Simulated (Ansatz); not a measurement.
A plane-wave DFT run in Ansatz 0.2.0 (scalar-relativistic PAW potentials unless the input names others): input and command.

```yaml
crystal:
  lattice:
    - [0.0, 2.9181136482, 2.8756168475]
    - [2.9181136482, 0.0, 2.8756168475]
    - [2.9181136482, 2.9181136482, 0.0]
  atoms:
    - { symbol: Mg, position: [0.0, 0.0, 0.0] }
    - { symbol: S, position: [0.75, 0.75, 0.75] }
basis:
  ecutwfc: 420
kpoints:
  mp_grid: { grid: [1, 1, 1] }
hamiltonian:
  xc: lda
scf:
  occupations: { method: gaussian, width: 0.05 }
  max_iter: 80
output:
  forces: true
  eigenvalues: true
  stress: true
```

```bash
ansatz run input.yaml --threads 1 --pin off --max-ram 1228MiB --backend cpu --events-out ev --progress --plain --runs-dir out
```

Abridged log:
```
Basis set: ecut = 420 eV, 941 PW (Γ)
Bands: 12, of which v1, the nominal top of the filled ones, is band 8 counted from 1 (7 counted from 0)
Symmetry: 8 space group operations
k-points: 1
SCF iter   1: F=—  HF=-2767.290278 eV  |F-HF|=—  |Δ(HF+E_count)|=         —  Δρ=4.38e-2  dr2=1.84e0  ethr=1.77e-3  ⟨swp⟩=5.0  Hψ=68  notcnv=0
SCF iter   2: F=—  HF=-2766.618895 eV  |F-HF|=—  |Δ(HF+E_count)|=   6.71e-1  Δρ=1.38e-2  dr2=6.59e-2  ethr=1.77e-3  ⟨swp⟩=3.0  Hψ=31  notcnv=0
SCF iter   3: F=—  HF=-2766.621709 eV  |F-HF|=—  |Δ(HF+E_count)|=   2.81e-3  Δρ=6.03e-3  dr2=1.41e-2  ethr=4.12e-4  ⟨swp⟩=2.0  Hψ=16  notcnv=0
SCF iter   4: F=—  HF=-2766.626249 eV  |F-HF|=—  |Δ(HF+E_count)|=   4.54e-3  Δρ=1.95e-3  dr2=1.47e-3  ethr=8.81e-5  ⟨swp⟩=2.0  Hψ=16  notcnv=0
SCF iter   5: F=—  HF=-2766.626795 eV  |F-HF|=—  |Δ(HF+E_count)|=   5.46e-4  Δρ=2.99e-4  dr2=4.03e-5  ethr=9.19e-6  ⟨swp⟩=3.0  Hψ=19  notcnv=0
SCF iter   6: F=—  HF=-2766.626816 eV  |F-HF|=—  |Δ(HF+E_count)|=   2.05e-5  Δρ=6.13e-5  dr2=1.36e-6  ethr=2.52e-7  ⟨swp⟩=2.0  Hψ=16  notcnv=0
SCF iter   7: F=-2766.626816 eV  HF=-2766.626816 eV  |F-HF|=7.64e-11  |Δ(HF+E_count)|=   1.19e-7  Δρ=4.84e-6  dr2=8.12e-9  ethr=6.25e-10  ⟨swp⟩=7.0  Hψ=58  notcnv=0
SCF 1 converged in 7 iterations: F = -2766.626816 eV  dr2 = 8.12e-9
SCF converged after 7 iterations
Free energy (F): -2766.626816 eV
Harris-Foulkes:  -2766.626816 eV  (|F-HF|=7.64e-11)
Internal energy: -2766.626816 eV  (E = F + TS)
E sigma→0 (E₀):  -2766.626816 eV
Fermi energy:    4.795654 eV
--- Forces (eV/Å), atoms counted from 1 ---
  atom   1  Mg     0.00000000     0.00000000     0.00000000
  atom   2  S      0.00000000     0.00000000     0.00000000
--- Stress (GPa, compression-positive) ---
       11.569104       0.000000       0.000000
        0.000000      11.569104       0.000000
        0.000000       0.000000      12.171219
  P = ⅓ Tr σ = 11.7698 GPa (117.698 kbar)
```

**Question.** What is wrong with this input?

**Answer.** The fault is one k-point for a small cell (kpoints.mp_grid.grid: [8, 8, 8] → [1, 1, 1], the first being the value of the sound run). Setting it back cures it. The run converged all the same, with an energy at zero smearing 3.6 eV/atom above the reference's, pressure 11.77 GPa, largest force 0.000 eV/Å, gap on the mesh 1.97 eV, so convergence alone doesn't show that an input is right. A reference run from the same start on usual settings converged with pressure -5.51 GPa, largest force 0.000 eV/Å, gap on the mesh 2.80 eV.

The run took 0.67 s on 1 thread of Arm Neoverse N1 (shared host), peak memory 0.25 GiB.